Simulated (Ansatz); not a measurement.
Predicting resistivity from N(E_F)

Computed values for 6 crystals follow; one value of resistivity is withheld.

Computed with Ansatz, a plane-wave PAW program. resistivity, N(E_F): PBEsol, Boltzmann equation with harmonic phonons, 300 K, mean over directions.

Not checked to be the ambient phase: ScIn3 (Cu3Au type); ScZn (CsCl type); ScHg (CsCl type); ScAg (CsCl type); ScGa3 (Cu3Au type). Spin–orbit coupling is left out unless named.

```tsv
crystal	N(E_F) (states/eV/atom)	ρ (μΩ·cm)
ScIn3 (Cu3Au type)	0.56	14
ScZn (CsCl type)	0.99	26
ScHg (CsCl type)	1.14	37
ScAg (CsCl type)	0.72	?
ScGa3 (Cu3Au type)	0.48	12
fcc Al	0.40	2.3
```

### Question
Fit ln(resistivity) = c + k × ln(N(E_F)) by least squares to the 5 complete rows, with the units of the table, and predict the withheld value.

### Answer
Logarithms (x, y): ScIn3 (Cu3Au type) (−0.580, 2.639); ScZn (CsCl type) (−0.010, 3.258); ScHg (CsCl type) (0.131, 3.611); ScGa3 (Cu3Au type) (−0.734, 2.485); fcc Al (−0.916, 0.833). Means: x̄ = −0.422, ȳ = 2.565. Sums of products about the means: Sxx = 0.8419, Sxy = 1.733. Slope k = 1.733/0.8419 = 2.06; intercept c = 2.565 − (2.06) × −0.422 = 3.434; r² = 0.78. For ScAg (CsCl type), x = −0.329, so y = 3.434 + (2.06) × −0.329 = 2.756 and resistivity = e^(2.756) = 16 μΩ·cm.

Check against the run. The calculation gives 21 μΩ·cm, a factor of 1.31 above the estimate. The fitted rows scatter by a factor of 1.79 (standard error of the fit), so this miss is within the scatter, in the logarithm; the row farthest from the line is fcc Al. The usual reason for the trend: a high density of slow d states gives more final states to scatter into without carrying much current. The line is a summary of these rows, no law.

Only phonon scattering is included, and resistivities move by up to 12 % from half the mesh. The rows are a sample with a lean to familiar crystals, kept because the fitted rows follow a line with r² over 0.75 in the expected sense, which many samples do not; the withheld row is never an end of the range. Limits of the draw: cubic metals without O, V to Ni, Tl, Pb or Bi. As a rule kept out of such tables: 4f compounds, open-shell compounds run without a Hubbard term, cells found unstable in the tests at hand, cells close to a higher symmetry, and runs set to a pressure or over 12 % in volume from the crystal's fullest run.
